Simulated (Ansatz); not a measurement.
A single-point calculation of CaCd₃F₈ on the sites of the fluorite structure (relaxed group Cmmm) with Ansatz 0.2.0, at the level PBE+SOC. The geometry is the r2SCAN minimum.

```yaml
crystal:
  lattice:
    - [3.8216626725, -5.4017712101, 0.0]
    - [3.8216626725, 5.4017712101, 0.0]
    - [0.0, 0.0, 3.8173613037]
  atoms:
    - { symbol: Cd, position: [0.0, 0.5, 0.0] }
    - { symbol: F, position: [0.3759955432, 0.1256797814, 0.5] }
    - { symbol: F, position: [0.1256797814, 0.3759955432, 0.5] }
    - { symbol: Cd, position: [0.5, 0.5, 0.5] }
    - { symbol: F, position: [0.8743623526, 0.1256376474, 0.0] }
    - { symbol: F, position: [0.6248468183, 0.3751531817, 0.0] }
    - { symbol: Ca, position: [0.0, 0.0, 0.5] }
    - { symbol: F, position: [0.3751531817, 0.6248468183, 0.0] }
    - { symbol: F, position: [0.1256376474, 0.8743623526, 0.0] }
    - { symbol: Cd, position: [0.5, 0.0, 0.0] }
    - { symbol: F, position: [0.8743202186, 0.6240044568, 0.5] }
    - { symbol: F, position: [0.6240044568, 0.8743202186, 0.5] }
kpoints:
  mp_grid: { grid: [4, 4, 6] }
  band_path:
    path:
      - [0.0, 0.0, 0.0]
      - [-0.5, 0.5, 0.0]
      - [-0.3751331386, 0.6248668614, 0.0]
      - [0.3751331386, 0.3751331386, 0.0]
      - [0.0, 0.0, 0.5]
      - [0.3751331386, 0.3751331386, 0.5]
      - [-0.3751331386, 0.6248668614, 0.5]
      - [-0.5, 0.5, 0.5]
      - [0.0, 0.5, 0.0]
    npoints: 1
hamiltonian:
  xc: pbe
scf:
  occupations: { method: fixed }
  n_extra_bands: 14
magnetization:
  noncollinear: true
  spin_orbit: true
output:
  forces: true
  stress: true
  eigenvalues: true
```

Some lines of the output have been replaced by numbered gaps.
```
scf.n_extra_bands = 14 over 126 filled bands (N_el = 126.0): the run solves 140 bands
Pseudopotential: Cd, paw_fr, valence charge 20, recommended cutoff 420 eV (normal)
Pseudopotential: F, paw_fr, valence charge 7, recommended cutoff 420 eV (normal)
Pseudopotential: Ca, paw_fr, valence charge 10, recommended cutoff 420 eV (normal)
Functional definition: PBE
Crystal: 12 atoms, lattice volume = 157.609 Å³
Basis set: ecut = 420 eV, 3079 PW (Γ)
Symmetry: 8 space group operations + 8 with time reversal
Magnetic group: BNS 65.482 (UNI 580)
[1]
SCF 1 converged in 11 iterations: F = -33064.295320 eV  dr2 = 8.81e-8
SCF converged after 11 iterations
Magnetization: |M| = 0.0000 μB,  M = (+0.0000, +0.0000, +0.0000) μB
Free energy (F): -33064.295320 eV
Fermi energy:    5.783133 eV
--- Per-component energies (eV) ---
  E_band       = -1649.894425
  E_kinetic    = 3451.679358
  E_local      = -15040.226141
  E_nonlocal   = 757.314683
  E_hartree    = 6531.711489
  E_xc         = -1305.457720
  E_vxc        = -1653.717289
  E_paw        = -14728.274987
  E_vpaw       = -2228.375848
  E_ewald      = -12731.058487
--- Forces (eV/Å), atoms counted from 1 ---
  atom   1  Cd      0.00000      0.00000      0.00000
  atom   2  F     -0.06118      0.04496      0.00000
  atom   3  F     -0.06118    -0.04496      0.00000
  atom   4  Cd      0.00000      0.00000      0.00000
  atom   5  F       0.00000    -0.09051      0.00000
  atom   6  F       0.00000      0.00067      0.00000
  atom   7  Ca      0.00000      0.00000      0.00000
  atom   8  F       0.00000    -0.00067      0.00000
  atom   9  F       0.00000      0.09051      0.00000
  atom  10  Cd      0.00000      0.00000      0.00000
  atom  11  F       0.06118      0.04496      0.00000
  atom  12  F       0.06118    -0.04496      0.00000
--- Stress (GPa, compression-positive) ---
[2]
```

Task: Give the withheld lines. They hold the stress, the count of irreducible k points.

Result:
```
[1]
k-points: 28 of 96
[2]
        4.904330       0.000000       0.000000
        0.000000       4.888665       0.000000
        0.000000       0.000000       4.890796
  P = ⅓ Tr σ = 4.8946 GPa (48.946 kbar)
```

The PBE+SOC gap is indirect, 3.67 eV (Z to Γ), below the direct gap of 3.76 eV at Γ. Edges are sought over the mesh and the listed points. The mean pressure at these positions is +4.89 GPa, compression counted positive. The largest force is 0.09 eV/Å.

Wall time 16 s on 1 × NVIDIA H100 80GB HBM3 with 2 threads of AMD EPYC 7R13 Processor (Zen 3), on a shared host; peak host memory 1.3 GiB.

No magnetic order and no zero-point or thermal motion; the cell was built from a prototype and may be hypothetical.
